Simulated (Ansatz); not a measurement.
## CsCl-type EuCd

The computed numbers are results of PBEsol, scalar-relativistic (collinear spin) in the plane-wave PAW code Ansatz at 420 eV, Γ-centred 8×8×8 mesh, 0.05 eV Gaussian smearing. The datasets are Ansatz's generated set soft_2.

```
Eu Cd
1.0
     3.83322    0.00000    0.00000
     0.00000    3.83322    0.00000
     0.00000    0.00000    3.83322
Eu Cd
1 1
Cartesian
  0.0000 0.0000 0.0000
  1.9166 1.9166 1.9166
```

The structure was built from a prototype; whether the compound forms in it isn't claimed.

Magnetic state: ferromagnetic, site spin moments Eu 6.83; Cd 0.05 μB.

Cell and atoms are those of this level's equilibrium.

The cell has space group Pm-3m (read at 0.01 Å). In it the stress is 0.00, 0.00, 0.00, 0.00, 0.00, 0.00 GPa and the largest force component 0.000 eV/Å. Each change below starts from this cell, without further relaxation. Stress is in GPa, positive in compression, in the order xx, yy, zz, yz, xz, xy; energies are counted from the cell above and are free energies with the smearing's entropy, which match forces and stress in a metal.

Question: What happens when atom 1 (Eu) is moved by 0.20 Å along y?

Answer: The energy changes by 52.6 meV per cell, and the force on it along the shift is -0.526 eV/Å (−F/u = 2.63 eV/Å²). Stress: 0.56, 0.13, 0.56, 0.00, 0.00, 0.00. Spin moments: Eu 6.81 μB.
```
atom  Fx (eV/Å)      Fy     Fz
 Eu1      0.000  -0.526  0.000
 Cd2      0.000   0.526  0.000
```
In a harmonic crystal the energy would rise by −½F·u = ½ × 2.63 × 0.20² eV = 52.6 meV, which matches.

Question: What stress follows from an engineering strain of 2 % in xz, atoms carried along?

Answer: 0.02, 0.02, 0.02, 0.00, -0.65, 0.00 GPa; the energy changes by 2.3 meV per cell.
The change of the stress over the strain gives a clamped-atom stiffness of about 33 GPa for this component.
In a harmonic crystal the energy would rise by V(½Cε² − σ₀ε), with σ₀ the stress of the unstrained cell, = 2.3 meV, which matches.

Without a U the 4f levels of Eu lie too near the Fermi level, so their share of the states there, and what hangs on it, is overstated. These numbers lack spin–orbit coupling. The run wasn't fully tested for a lower electronic state. Site moments are of spin, integrated over atomic spheres. Only parallel moments were tried, so the real magnetic order may be another.
